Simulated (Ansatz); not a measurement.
TiC (rock salt)

```
CELL_PARAMETERS angstrom
      0.00000     2.16652     2.16652
      2.16652     0.00000     2.16652
      2.16652     2.16652     0.00000
ATOMIC_POSITIONS crystal
  C  0.00000 0.00000 0.00000
  Ti 0.50000 0.50000 0.50000
```

The slice is a {100} plane (indices of the conventional cell) through the point (0.000, 0.000, 0.000) (fractional), spanned by u = [100] and v = [0 1 -1] in vectors of this cell: u (3.06 Å) and v (3.06 Å, at 90° to u). It covers one period; positions are fractions (u, v).

All values below come from PBE (plane waves to 420 eV, PAW, scalar-relativistic; Ansatz, a first-principles code). k mesh 18×18×18. These are valence fields of a PAW run, semicore shells included where kept as valence: close to a nucleus they are smooth pseudo fields. TiC is run without spin polarisation. TiC was relaxed with its symmetry unable to fall.

Q: What is the valence density on the shortest C–Ti line in this plane (2.17 Å), at its midpoint?

A: 0.51 e/Å³.

Q: What is the ELF at the midpoint of the shortest C–Ti line in this plane (2.17 Å)?

A: 0.28.

Q: Predict the map of the electron localisation function (ELF) on the slice.

A: 
```
|xxxxxx**%%@@@@@@##++--......--++##@@@@@@%%**xxxx|
|xxxxxx##@@@@@@%%**==::..  ..::==**%%@@@@@@##xxxx|
|xx**##@@@@@@@@##==::          ::==##@@@@@@@@##**|
|%%%%@@@@@@@@##==::              ::==##@@@@@@@@%%|
|@@@@@@@@@@##==::..  ..........  ..::==##@@@@@@@@|
|@@@@@@@@##==::....::--======--::....::==##@@@@@@|
|@@@@%%##==::..::==++**######**++==::..::==##%%@@|
|%%##**==::....==**##%%######%%##**==....::==**##|
|++++==::    ::++##%%##**xx**##%%##++::    ::==++|
|----::    ..--**%%##xxxxxxxxxx##%%**--..    ::--|
|::....    ..==####**xxxxxxxxxx**####==..    ....|
|....      ..==####xxxxxxxxxxxxxx####==..      ..|
|::....    ..==####**xxxxxxxxxx**####==..    ....|
|----::    ..--**%%##xxxxxxxxxx##%%**--..    ::--|
|++++==::    ::++##%%##**xx**##%%##++::    ::==++|
|%%##**==::....==**##%%######%%##**==....::==**##|
|@@@@%%##==::..::==++**######**++==::..::==##%%@@|
|@@@@@@@@##==::....::--======--::....::==##@@@@@@|
|@@@@@@@@@@##==::..  ..........  ..::==##@@@@@@@@|
|%%%%@@@@@@@@##==::              ::==##@@@@@@@@%%|
|xx**##@@@@@@@@##==::          ::==##@@@@@@@@##**|
|xxxxxx##@@@@@@%%**==::..  ..::==**%%@@@@@@##xxxx|
|xxxxxx**%%@@@@@@##++--......--++##@@@@@@%%**xxxx|
|xxxxxxxx%%@@@@@@%%++--::..::--++%%@@@@@@%%xxxxxx|
```
Scale: ten equal steps from 0.09 (start of ' ') to 0.80 (end of '@'), in the order ' .:-=+*#%@'. Values: electron localisation function (ELF). The map has 24 points along u (two characters each, u = 0 at the left) and 24 along v (v = 0 in the bottom row). Points within 0.4 Å of a nucleus are blanked (x), as the pseudised field means little there.
